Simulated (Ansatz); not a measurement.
**Map of one atom of the cell for Ir (fcc, Cu type)**

Ir (fcc, Cu type)

```yaml
crystal:
  lattice:
    - [3.83029, 0.00000, 0.00000]
    - [0.00000, 3.83029, 0.00000]
    - [0.00000, 0.00000, 3.83029]
  atoms:
    - { symbol: Ir, position: [0.00000, 0.00000, 0.00000] }
    - { symbol: Ir, position: [0.50000, 0.50000, 0.00000] }
    - { symbol: Ir, position: [0.50000, 0.00000, 0.50000] }
    - { symbol: Ir, position: [0.00000, 0.50000, 0.50000] }
```

In this cell atom 2 (Ir, nearest neighbour Ir at 2.708 Å; its periodic images, 3.8 Å or more away, move with it) is moved by u·(0.707, 0.707, 0.000) + v·(0.000, 0.000, 1.000); the rest is frozen.

Computed with PBEsol (plane waves to 420 eV, PAW, scalar-relativistic; Ansatz, an electronic-structure program). k mesh 10×10×10 (Γ-centred), Fermi-Dirac smearing 0.05 eV. The energy includes the smearing's −TS. With partly filled bands, energies and forces of such displacements shift with the k mesh and the smearing. Fu and Fv are the components of the force on the atom. Ir is run without spin polarisation. Ir was relaxed with its symmetry unable to fall. Spin-orbit coupling is left out, though Ir is heavy. The PAW data are Ansatz's earlier set. ΔE is measured from the undisplaced structure. Axes are in Å.

ΔE (meV/cell), with u across and v down:

| v \ u | -0.410 | -0.273 | -0.137 | 0.000 | 0.137 | 0.273 | 0.410 |
|---|---|---|---|---|---|---|---|
| -0.410 | 3401 | 2247 | 1571 | 1346 | 1571 | 2247 | 3401 |
| -0.273 | 2299 | 1302 | 746 | 566 | 746 | 1302 | 2299 |
| -0.137 | 1688 | 771 | 287 | 138 | 287 | 771 | 1688 |
| 0.000 | 1495 | 599 | 140 | 0 | 140 | 599 | 1495 |
| 0.137 | 1688 | 771 | 287 | 138 | 287 | 771 | 1688 |
| 0.273 | 2299 | 1302 | 746 | 566 | 746 | 1302 | 2299 |
| 0.410 | 3401 | 2247 | 1571 | 1346 | 1571 | 2247 | 3401 |

Fv (eV/Å), with u across and v down:

```csv
v \ u,-0.410,-0.273,-0.137,0.000,0.137,0.273,0.410
-0.410,10.10,8.65,7.58,7.18,7.58,8.65,10.10
-0.273,6.16,5.31,4.62,4.34,4.62,5.31,6.16
-0.137,2.87,2.53,2.18,2.04,2.18,2.53,2.87
0.000,0.00,0.00,0.00,0.00,0.00,0.00,0.00
0.137,-2.87,-2.53,-2.18,-2.04,-2.18,-2.53,-2.87
0.273,-6.16,-5.31,-4.62,-4.34,-4.62,-5.31,-6.16
0.410,-10.10,-8.65,-7.58,-7.18,-7.58,-8.65,-10.10
```

Read from the data:

* **Principal force constants in the plane (five-point differences of the forces)**: 14.6 eV/Å², isotropic
* **Centre of the map**: a minimum
* **Lowest place on the grid**: u = 0.000 Å, v = 0.000 Å (0 meV/cell)
* **Highest place on the grid, met at several equal points**: u = -0.410 Å, v = -0.410 Å; u = 0.410 Å, v = -0.410 Å; u = -0.410 Å, v = 0.410 Å; u = 0.410 Å, v = 0.410 Å (3401 meV/cell)

(A displaced cell: forces are minus the slopes of the energy, force constants its curvatures, and phonons follow from these.)
